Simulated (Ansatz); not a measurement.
Values for one crystal, relaxed and computed with r²SCAN (plane waves, PAW; program Ansatz); other levels are named.

- Volume per atom = 11.09 Å³
- Band gap = 5.27 eV (indirect)
- Pressure derivative B′ = 5.9
- Bulk modulus (Birch–Murnaghan fit) = 191 GPa
- Electron effective mass = 0.89, 0.89, 1.0 mₑ (principal values)
- Smallest direct gap on the standard path = 5.34 eV
- Valence-band maximum = at Z

### Question
Pick the material that matches.
A. ZrO2, Pbca (Zr on 8c, O on 8c, O on 8c)
B. VBrO, Pmmn (V on 2a, Br on 2b, O on 2b)
C. TiO2, Pbcn (Ti on 4c, O on 8d)
D. HfO2, P4_2/nmc (Hf on 2a, O on 4d)

### Answer
D, HfO2, P4_2/nmc (Hf on 2a, O on 4d)

This is a known high-temperature phase of the composition, computed here at zero pressure and temperature. The r²SCAN relaxation kept the symmetry of its start; its stability against distortions is not shown here. The run is not spin-polarised. Spin–orbit coupling is left out wherever it is not named.

Potentials: the later of the program's two PAW sets.
